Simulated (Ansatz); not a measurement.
# Data sheet: InSb (DFT)

InSb (NiAs type, P6_3/mmc), a = b = 4.261 Å, c = 7.459 Å, α = β = 90.00°, γ = 120.00°.

Space group P6_3/mmc (No. 194), NiAs type; conventional cell a = b = 4.261 Å, c = 7.459 Å, α = β = 90.00°, γ = 120.00°.

Method: plane-wave PAW PBE (Ansatz code). Geometry: relaxed at this level of theory. Other levels are named where they apply.

Cell and energy:

- Volume per atom = 29.31 Å³
- Density = 6.70 g/cm³
- Formation energy from the elements (no fitted shifts) = 0.044 eV/atom

Electronic structure:

Electronic character: metallic (no gap)
Density of states at the Fermi level: 0.56 states/eV per atom (mean over ±0.08 eV)
Gap with spin–orbit coupling: none (metallic)

Mechanics:

- Bulk modulus (Birch–Murnaghan fit): 45.7 GPa
- Pressure derivative B′: 4.9

The start of the workflow was typed in or built on a structure type; neither database checked (COD, Materials Project) lists it. It is not the phase usual at ambient conditions (space group No. 216). The cell was relaxed with PBE under the symmetry of its start; whether a distortion lowers the energy is not shown. The references are the lowest solids computed at this level, not always the standard phases. Scalar-relativistic: spin–orbit coupling is off unless named, which matters more the heavier the elements.

Potentials: the later of the program's two PAW sets.
